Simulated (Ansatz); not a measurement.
Relaxed Mg (hcp, Mg type):

```yaml
crystal:
  lattice:
    - [6.37284, 0.00000, 0.00000]
    - [-1.59321, 2.75952, 0.00000]
    - [0.00000, 0.00000, 5.22378]
  atoms:
    - { symbol: Mg, position: [0.16667, 0.66667, 0.75000] }
    - { symbol: Mg, position: [0.66667, 0.66667, 0.75000] }
    - { symbol: Mg, position: [0.33333, 0.33333, 0.25000] }
    - { symbol: Mg, position: [0.83333, 0.33333, 0.25000] }
```

In this cell atom 2 (Mg, nearest neighbour Mg at 3.186 Å; its periodic images, 3.2 Å or more away, move with it) is moved by s along Cartesian x, unit vector (1.000, 0.000, 0.000); all other atoms and the cell stay fixed.

The numbers are results of PBE (plane waves to 420 eV, PAW, scalar-relativistic; Ansatz, a first-principles code), not measurements. k mesh 7×14×7 (Γ-centred), Fermi-Dirac smearing 0.05 eV. E stands for the smeared free energy. With partly filled bands, energies and forces of such displacements shift with the k mesh and the smearing. Mg was relaxed with its symmetry unable to fall. The zero of ΔE is the undisplaced structure. The last digit holds for this mesh only.

```csv
s (Å),ΔE (meV/cell)
-0.960,1609.8
-0.768,908.2
-0.576,460.9
-0.384,189.7
-0.192,45.1
0.000,0.0
0.192,45.0
0.384,189.0
0.576,458.3
0.768,901.9
0.960,1597.7
```

Problem. What force constant k = d²E/ds² at s = 0 does the table give?

Solution. 2.4 eV/Å². It is the second difference of the nearest points, corrected with the next pair.

Problem. With k = 2.41 eV/Å² from the forces, is the well harmonic out to s = 0.960 Å?

Solution. ½ks² = 1110 meV/cell against the computed 1598 meV/cell, so the well is stiffer than harmonic there.

(A displaced cell: forces are minus the slopes of the energy, force constants its curvatures, and phonons follow from these.)
